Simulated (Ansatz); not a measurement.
# Bi₂S₃ — S-33 NMR of the central transition

Cell: an entry of the Crystallography Open Database (COD) (listed for 9.2 GPa) whose atoms were relaxed with PBE, the cell held.

Space group Pnma (No. 62); a = 10.6340, b = 3.8423, c = 10.4630 Å.

| site | Wyckoff | site symmetry | x | y | z |
| --- | --- | --- | --- | --- | --- |
| Bi1 | 4c | .m. | 0.9905 | 0.2500 | 0.6778 |
| Bi5 | 4c | .m. | 0.3204 | 0.2500 | 0.4727 |
| S9 | 4c | .m. | 0.0518 | 0.2500 | 0.1282 |
| S13 | 4c | .m. | 0.3747 | 0.2500 | 0.0598 |
| S17 | 4c | .m. | 0.2234 | 0.2500 | 0.7951 |

One atom of each set is listed.

All values are calculated (Ansatz; DFT, PBE, plane waves and PAW, scalar-relativistic, 420 eV cutoff, Γ-centred 3×7×3 k-points, Fermi–Dirac smearing 0.02 eV), not measured.

S-33 has I = 3/2 and Q = -69.40 mb (Pyykkö 2018); at 21.1 T its Larmor frequency is ν₀ = 69.0 MHz. Only the quadrupole interaction is simulated: positions count from each site's isotropic chemical shift, and shift anisotropy, dipolar and J coupling are left out, though they dominate static lines narrower than about 10 kHz.

Simulated pattern of one S site (static powder, Gaussian broadening 4 kHz):

offset (kHz), height and a bar:
```
   -124.5          0 
   -118.1          2 #
   -111.8         39 ############
   -105.5         54 ################
    -99.2         58 #################
    -92.9         64 ###################
    -86.5         73 ######################
    -80.2         96 #############################
    -73.9         90 ###########################
    -67.6         70 #####################
    -61.2         62 ##################
    -54.9         57 #################
    -48.6         53 ################
    -42.3         51 ###############
    -35.9         49 ###############
    -29.6         48 ##############
    -23.3         47 ##############
    -17.0         47 ##############
    -10.6         47 ##############
     -4.3         47 ##############
      2.0         40 ############
      8.3         37 ###########
     14.7         40 ############
     21.0         43 #############
     27.3         47 ##############
     33.6         53 ################
     39.9         67 ####################
     46.3        100 ##############################
     52.6         70 #####################
     58.9         41 ############
     65.2          2 #
     71.6          0
```

(1) Which |C_Q| and η does the pattern imply?

Results:

(1) The pattern spans 174 kHz before broadening and its centre of gravity is at -29.0 kHz, which fixes P_Q; the places of the horns and steps fix η. That gives P_Q = 8.95 MHz, |C_Q| = 8.90 MHz and η = 0.19, the values that the calculation gives site S13 (5 Bi at 2.70–2.97 Å). The other sites have |C_Q| = 2.33, 1.47 MHz. The sign of C_Q can't be read from the pattern.

At this cell the PBE pressure is 12 GPa, so with PBE the cell would grow if it were relaxed. Without spin–orbit coupling the gradients at and beside Bi can be off by some per cent, at some sites by more. With a gap of 0.9 eV on this mesh, small gradients can still move by 0.1 × 10²¹ V/m² or more as the k-mesh gets denser.
